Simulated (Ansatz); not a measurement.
Step by step: Cu, 15 steps of 2.0 fs from 500 K

Level of theory: Ansatz 0.2.0, DFT, PBEsol, all-electron LAPW, scalar-relativistic.

Command: `ansatz run input.yaml --threads 2 --pin off --max-ram 4096MiB --backend cpu --events-out ev --progress --plain --runs-dir out` The run took 23 min on 2 threads of Arm Neoverse V1, on a shared host, peak memory 0.94 GiB.

```yaml
crystal:
  lattice:
    - [0.0, 3.615, 3.615]
    - [3.615, 0.0, 3.615]
    - [1.8075, 1.8075, 0.0]
  atoms:
    - { symbol: Cu, position: [0.0, 0.0, 0.0] }
    - { symbol: Cu, position: [0.0, 0.5, 0.0] }
    - { symbol: Cu, position: [0.5, 0.0, 0.0] }
    - { symbol: Cu, position: [0.5, 0.5, 0.0] }
kpoints:
  mp_grid: { grid: [5, 5, 9] }
scf:
  occupations: { method: fermi_dirac, width: 0.08 }
hamiltonian:
  xc: pbesol
  pseudopotentials: { kind: all_electron, lapw: { basis_error: 0.001 } }
output:
  forces: true
  stress: true
md:
  timestep: 2.0
  n_steps: 15
  ensemble: nve
  temperature: 500
  initial_velocities: maxwell_boltzmann
  seed: 504398
```

The geometry is COD entry 9012043, unchecked; take it as a test cell.

Each frame lists Cartesian positions (Å) and forces (eV/Å). Free energies count from the first step, -179991.5425 eV.

Step 0 (t = 0.0 fs): E = 0.0 meV, T = 500 K, conserved energy 0.0 meV

```
Cu    0.0000    0.0000    0.0000     0.000   0.000   0.000
Cu    1.8075    0.0000    1.8075     0.000   0.000   0.000
Cu    0.0000    1.8075    1.8075     0.000   0.000   0.000
Cu    1.8075    1.8075    3.6150     0.000   0.000   0.000
```

Step 1 (t = 2.0 fs): E = +0.7 meV, T = 498 K, conserved energy 0.0 meV

```
Cu    0.0040   -0.0006   -0.0044    -0.009  -0.020   0.044
Cu    1.8062    0.0011    1.8166     0.009   0.010  -0.067
Cu   -0.0072    1.8041    1.8028     0.046   0.004   0.012
Cu    1.8120    1.8105    3.6150    -0.046   0.005   0.011
```

Step 2 (t = 4.0 fs): E = +2.8 meV, T = 493 K, conserved energy 0.0 meV

```
Cu    0.0080   -0.0013   -0.0088    -0.018  -0.040   0.088
Cu    1.8049    0.0022    1.8256     0.019   0.021  -0.133
Cu   -0.0144    1.8006    1.7981     0.091   0.008   0.024
Cu    1.8165    1.8135    3.6150    -0.092   0.011   0.021
```

Step 3 (t = 6.0 fs): E = +6.3 meV, T = 484 K, conserved energy 0.0 meV

```
Cu    0.0119   -0.0020   -0.0131    -0.027  -0.059   0.131
Cu    1.8037    0.0033    1.8345     0.028   0.031  -0.199
Cu   -0.0215    1.7972    1.7935     0.136   0.012   0.036
Cu    1.8209    1.8165    3.6151    -0.137   0.016   0.032
```

Step 4 (t = 8.0 fs): E = +11.0 meV, T = 472 K, conserved energy 0.0 meV

```
Cu    0.0159   -0.0027   -0.0173    -0.037  -0.078   0.173
Cu    1.8024    0.0044    1.8433     0.038   0.041  -0.263
Cu   -0.0285    1.7938    1.7888     0.181   0.017   0.048
Cu    1.8253    1.8195    3.6151    -0.182   0.021   0.042
```

Step 5 (t = 10.0 fs): E = +17.0 meV, T = 456 K, conserved energy 0.0 meV

```
Cu    0.0198   -0.0035   -0.0214    -0.047  -0.096   0.215
Cu    1.8012    0.0056    1.8520     0.048   0.050  -0.326
Cu   -0.0355    1.7903    1.7842     0.225   0.021   0.061
Cu    1.8295    1.8226    3.6152    -0.226   0.025   0.051
```

Step 6 (t = 12.0 fs): E = +24.1 meV, T = 438 K, conserved energy 0.0 meV

```
Cu    0.0237   -0.0043   -0.0254    -0.057  -0.113   0.254
Cu    1.8000    0.0068    1.8605     0.058   0.059  -0.387
Cu   -0.0422    1.7869    1.7796     0.269   0.025   0.073
Cu    1.8336    1.8256    3.6153    -0.270   0.029   0.060
```

Step 7 (t = 14.0 fs): E = +32.1 meV, T = 417 K, conserved energy 0.0 meV

```
Cu    0.0276   -0.0052   -0.0293    -0.067  -0.130   0.292
Cu    1.7988    0.0080    1.8687     0.068   0.067  -0.446
Cu   -0.0489    1.7835    1.7751     0.311   0.030   0.086
Cu    1.8375    1.8287    3.6155    -0.312   0.032   0.068
```

Step 8 (t = 16.0 fs): E = +41.0 meV, T = 395 K, conserved energy 0.0 meV

```
Cu    0.0314   -0.0062   -0.0329    -0.078  -0.145   0.328
Cu    1.7977    0.0092    1.8766     0.079   0.075  -0.502
Cu   -0.0553    1.7802    1.7706     0.353   0.035   0.099
Cu    1.8412    1.8318    3.6157    -0.354   0.034   0.075
```

Step 9 (t = 18.0 fs): E = +50.5 meV, T = 370 K, conserved energy +0.1 meV

```
Cu    0.0352   -0.0073   -0.0364    -0.089  -0.158   0.361
Cu    1.7966    0.0105    1.8843     0.089   0.082  -0.555
Cu   -0.0615    1.7768    1.7662     0.393   0.041   0.113
Cu    1.8448    1.8349    3.6159    -0.393   0.036   0.081
```

Step 10 (t = 20.0 fs): E = +60.4 meV, T = 345 K, conserved energy +0.1 meV

```
Cu    0.0389   -0.0084   -0.0396    -0.101  -0.170   0.392
Cu    1.7956    0.0119    1.8916     0.100   0.087  -0.604
Cu   -0.0675    1.7735    1.7619     0.432   0.046   0.126
Cu    1.8481    1.8380    3.6162    -0.431   0.036   0.086
```

Step 11 (t = 22.0 fs): E = +70.7 meV, T = 318 K, conserved energy +0.1 meV

```
Cu    0.0426   -0.0097   -0.0426    -0.113  -0.180   0.419
Cu    1.7946    0.0133    1.8985     0.111   0.092  -0.650
Cu   -0.0732    1.7702    1.7576     0.469   0.052   0.140
Cu    1.8511    1.8412    3.6165    -0.467   0.036   0.091
```

Step 12 (t = 24.0 fs): E = +81.0 meV, T = 292 K, conserved energy +0.1 meV

```
Cu    0.0462   -0.0111   -0.0454    -0.126  -0.189   0.444
Cu    1.7937    0.0148    1.9051     0.122   0.096  -0.691
Cu   -0.0787    1.7669    1.7534     0.504   0.059   0.154
Cu    1.8538    1.8444    3.6169    -0.500   0.034   0.093
```

Step 13 (t = 26.0 fs): E = +91.3 meV, T = 265 K, conserved energy +0.1 meV

```
Cu    0.0497   -0.0125   -0.0479    -0.139  -0.195   0.466
Cu    1.7929    0.0163    1.9112     0.133   0.098  -0.729
Cu   -0.0838    1.7637    1.7493     0.537   0.065   0.168
Cu    1.8563    1.8475    3.6174    -0.531   0.031   0.095
```

Step 14 (t = 28.0 fs): E = +101.3 meV, T = 239 K, conserved energy +0.1 meV

```
Cu    0.0531   -0.0141   -0.0501    -0.154  -0.199   0.484
Cu    1.7921    0.0179    1.9169     0.144   0.100  -0.761
Cu   -0.0886    1.7605    1.7453     0.568   0.072   0.182
Cu    1.8584    1.8508    3.6179    -0.559   0.027   0.096
```

Step 15 (t = 30.0 fs): E = +110.8 meV, T = 215 K, conserved energy +0.1 meV

```
Cu    0.0564   -0.0159   -0.0520    -0.168  -0.201   0.498
Cu    1.7915    0.0195    1.9221     0.155   0.100  -0.789
Cu   -0.0931    1.7574    1.7414     0.597   0.080   0.195
Cu    1.8601    1.8540    3.6184    -0.583   0.021   0.095
```

(1) What is the mean temperature over the last 8 frames?

## Answers

(1) 305 K; so short a run of so small a cell isn't equilibrated.
